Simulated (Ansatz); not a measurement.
Relaxed-ion elastic tensor of SnTe (rock salt, Fm-3m) in GPa (Voigt order), DFT-r²SCAN in the program Ansatz with PAW potentials; density 6.32 g/cm³, 32.37 Å³ per atom.

```
 126   3.7   3.7   0.0   0.0   0.0
 3.7   126   3.7   0.0   0.0   0.0
 3.7   3.7   126   0.0   0.0   0.0
 0.0   0.0   0.0  18.4   0.0   0.0
 0.0   0.0   0.0   0.0  18.4   0.0
 0.0   0.0   0.0   0.0   0.0  18.4
```

**Question.** Is the crystal mechanically stable?

**Answer.** Yes: the smallest eigenvalue of C is 18.4 GPa.

**Question.** Work out the Voigt, Reuss and Hill averages.

**Answer.** K_V = 44.5, K_R = 44.5, K_H = 44.5; G_V = 35.5, G_R = 25.5, G_H = 30.5 GPa.

**Question.** Give Young's modulus, Poisson's ratio, Pugh's ratio and the universal anisotropy index.

**Answer.** E = 9KG/(3K + G) = 74.6 GPa; ν = 0.22; K/G = 1.46 (brittle by the Pugh limit of 1.75); A_U = 5G_V/G_R + K_V/K_R − 6 = 1.96.

**Question.** Estimate the sound speeds and the Debye temperature.

**Answer.** v_l = √((K + 4G/3)/ρ) = 3670 m/s, v_t = √(G/ρ) = 2200 m/s, mean 2430 m/s; Θ = (h/k)(3n/4πV)^(1/3) v_m = 227 K.

**Question.** Give the Zener ratio and Young's modulus along [100], [110] and [111].

**Answer.** A = 2C44/(C11 − C12) = 0.30; 1/E = S11 − 2(S11 − S12 − S44/2)Γ with Γ = 0, 1/4, 1/3 gives 126, 57.3, 48.5 GPa.

Symmetry was held in the r²SCAN relaxation. The volume moved by -29 % from the start of the relaxation. Spin–orbit coupling is left out wherever it is not named.

Potentials: the later of the program's two PAW sets.
